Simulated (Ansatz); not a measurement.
**A strain series on Ca₂C (antifluorite): isotropic on every length**

Ca₂C built on the antifluorite prototype, relaxed with r2SCAN in Ansatz 0.2.0, then strained (isotropic on every length; changes of length per length, axes as in the cell below) with the atoms relaxed again within the symmetry that is left. Space group Fm-3m (No. 225), cubic; conventional cell a = 6.257 Å, 20.42 Å³ an atom. C has 8 Ca at 2.71 Å; Ca has 4 C at 2.71 Å. These are computed values for a spin-unpolarised cell that may be hypothetical; none is a measurement.

```xyz
3
Lattice="0.0000 3.1286 3.1286 3.1286 0.0000 3.1286 3.1286 3.1286 0.0000" Properties=species:S:1:pos:R:3 pbc="T T T"
C     0.0000    0.0000    0.0000
Ca    1.5643    1.5643    1.5643
Ca    4.6929    4.6929    4.6929
```

Gaps are the least over each mesh (r2SCAN 8×8×8, HSE06 6×6×6 when unstrained) and the special points, which keep their unstrained names; stress is the change from the unstrained cell, compression positive.

```
strain (%)  gap, r2SCAN (eV)  gap, HSE06 (eV)  edges, HSE06  mean stress, r2SCAN (GPa)  energy rise, r2SCAN (meV/atom)
     -3.28             0.290            0.720             X                      +6.96                            38.9
       0.0             0.413            0.825             X                       0.00                             0.0
      +2.0             0.478            0.878             X                      -3.05                            12.6
     +2.46             0.492            0.889             X                      -3.64                            18.7
```

Between zero and the nearest strains the slope of the HSE06 gap against strain is +0.032 eV per percent for negative and +0.026 for positive strain.

The meshes of the hybrids are coarse, so their gaps aren't converged to the digits shown.
